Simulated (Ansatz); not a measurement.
Cu Kα1 powder pattern (kinematic, no thermal factors).
```csv
2θ (°),relative intensity
11.84,43
17.81,19
23.82,12
29.90,8
34.53,13
35.06,25
36.06,23
36.62,79
39.11,19
42.34,2
42.38,100
46.31,10
48.75,1
50.78,9
55.33,1
55.73,9
61.10,31
61.86,28
62.11,1
62.21,5
63.24,5
64.93,5
66.88,4
67.27,5
69.15,1
70.22,5
72.82,2
73.05,10
73.14,3
73.74,18
74.09,11
75.67,3
76.49,4
77.83,2
77.86,15
79.64,2
80.66,2
82.48,2
84.04,2
86.71,2
87.68,2
88.02,3
```

The pattern is computed from a structure relaxed with Ansatz, DFT PBE, scalar-relativistic, plane waves, PAW. No spin polarisation. Its elements are N, Ti, W.

Q: Give the structure.

A: Ti₅WN₆.
Space group P-3m1 (No. 164). a = 2.997 Å, b = 2.997 Å, c = 14.932 Å, α = 90.00°, β = 90.00°, γ = 120.00°
```json
{"atom": "Ti", "site": "2d", "symmetry": "3m.", "x": "0.6667", "y": "0.3333", "z": "0.6730"}
{"atom": "Ti", "site": "2d", "symmetry": "3m.", "x": "0.6667", "y": "0.3333", "z": "0.1646"}
{"atom": "Ti", "site": "1a", "symmetry": "-3m.", "x": "0.0000", "y": "0.0000", "z": "0.0000"}
{"atom": "W", "site": "1b", "symmetry": "-3m.", "x": "0.0000", "y": "0.0000", "z": "0.5000"}
{"atom": "N", "site": "2d", "symmetry": "3m.", "x": "0.3333", "y": "0.6667", "z": "0.5885"}
{"atom": "N", "site": "2c", "symmetry": "3m.", "x": "0.0000", "y": "0.0000", "z": "0.2475"}
{"atom": "N", "site": "2d", "symmetry": "3m.", "x": "0.3333", "y": "0.6667", "z": "0.0820"}
```

A pattern alone doesn't exclude other cells with like lines; this is the one computed.

The cell was found from a structure generator's guess, not taken from experiment.
